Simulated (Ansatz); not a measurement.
TaP:
```xyz
4
Lattice="-1.6454 1.6454 5.6022 1.6454 -1.6454 5.6022 1.6454 1.6454 -5.6022" Properties=species:S:1:pos:R:3 pbc="T T T"
Ta     0.0000     1.6454     5.5947
Ta     0.0000     0.0000     2.7936
P      1.6454     0.0000     4.6685
P      0.0000     0.0000     7.4695
```

Relaxed with LDA. Special points in fractions of this cell's reciprocal vectors: Γ (0.000, 0.000, 0.000); X (0.000, 0.000, 0.500); P (0.250, 0.250, 0.250); N (0.000, 0.500, 0.000); M (0.500, 0.500, -0.500); S (0.272, 0.728, -0.272); S0 (-0.272, 0.272, 0.272); R (-0.043, 0.043, 0.500); G (0.500, 0.500, -0.043).

Problem. List the band energies nearest the Fermi level at these points for LDA (plane waves, PAW; program Ansatz).

Solution. In eV from the Fermi level; about four levels below and three above (degenerate sets whole), none deeper than 8.9 eV; points with the same levels are listed once.

| k | below | above |
|---|---|---|
| Γ | -2.55 -2.55 -2.03 -1.61 -1.61 | 1.03 2.06 2.72 |
| X | -3.23 -3.23 -0.96 -0.96 | 3.60 3.60 3.80 3.80 |
| P | -3.28 -3.28 -0.96 -0.96 | 3.61 3.61 3.80 3.80 |
| N | -2.61 -2.33 -1.79 -0.21 | 0.10 1.57 2.69 |
| M | -3.06 -3.06 -0.81 -0.81 | 1.50 1.50 2.93 2.93 |
| S | -2.58 -2.58 -1.85 -0.19 | 0.14 2.03 2.64 |
| R | -3.21 -3.21 -1.00 -1.00 | 3.34 3.34 3.70 3.70 |

Space group I4_1md. The first step of the workflow began from a Materials Project structure, measured or hypothetical; the Crystallography Open Database copy checked does not list it. COD files the formula under space group No. 141, so this cell is another polymorph or a model. Its standing as an ambient phase is unchecked. The LDA relaxation kept the symmetry of its start; of distortions, only those at the zone centre were tested. The run is not spin-polarised. A small band overlap can be real or an error of a semilocal functional. The Fermi level of a semimetal is unsure by some 0.05 eV on such meshes. Spin–orbit coupling is left out wherever it is not named.

Potentials: the later of the program's two PAW sets.
